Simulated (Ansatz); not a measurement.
Ga₃Ir:
```
Ga3Ir
1.0
    6.51724     0.00000     0.00000
    0.00000     6.51724     0.00000
    0.00000     0.00000     6.61363
Ga Ir
12 4
Direct
  0.00000   0.50000   0.50000
  0.00000   0.50000   0.00000
  0.50000   0.00000   0.00000
  0.50000   0.00000   0.50000
  0.36227   0.63773   0.25875
  0.63773   0.36227   0.74125
  0.86227   0.86227   0.75875
  0.13773   0.13773   0.24125
  0.63773   0.36227   0.25875
  0.36227   0.63773   0.74125
  0.13773   0.13773   0.75875
  0.86227   0.86227   0.24125
  0.16016   0.83984   0.50000
  0.83984   0.16016   0.50000
  0.66016   0.66016   0.00000
  0.33984   0.33984   0.00000
```

Relaxed with r²SCAN. Special points in fractions of this cell's reciprocal vectors: Γ (0.000, 0.000, 0.000); X (0.000, 0.500, 0.000); M (0.500, 0.500, 0.000); Z (0.000, 0.000, 0.500); R (0.000, 0.500, 0.500); A (0.500, 0.500, 0.500).

Problem. List the band energies nearest the valence-band maximum at these points for DFT-r²SCAN in the program Ansatz with PAW potentials.

Solution. In eV from the valence-band maximum; about four levels below and three above (degenerate sets whole), none deeper than 8.9 eV; points with the same levels are listed once.

```tsv
k	below	above
Γ	-1.84 -1.84 -1.80 -0.72 0.00	0.19 0.19 0.31
X	-1.73 -1.73 -0.37 -0.37	0.84 0.84 1.14 1.14
M	-1.05 -1.05 -0.57 -0.57	1.34 1.34 1.57 1.57
Z	-1.94 -1.94 -0.59 -0.59	0.93 0.93 1.04 1.04
R	-1.40 -1.40 -0.04 -0.04	0.78 0.78 1.41 1.41
A	-0.97 -0.97 -0.08 -0.08	0.92 0.92 0.93 0.93
```

Space group P4_2/mnm. The workflow started from a Materials Project entry (that database holds measured and hypothetical structures alike); the Crystallography Open Database copy checked does not list it. Its standing as an ambient phase is unchecked. Symmetry was held in the r²SCAN relaxation; its stability against distortions is not shown here. The run is not spin-polarised. Scalar-relativistic: spin–orbit coupling is off unless named, which matters more the heavier the elements.

Potentials: the later of the program's two PAW sets.
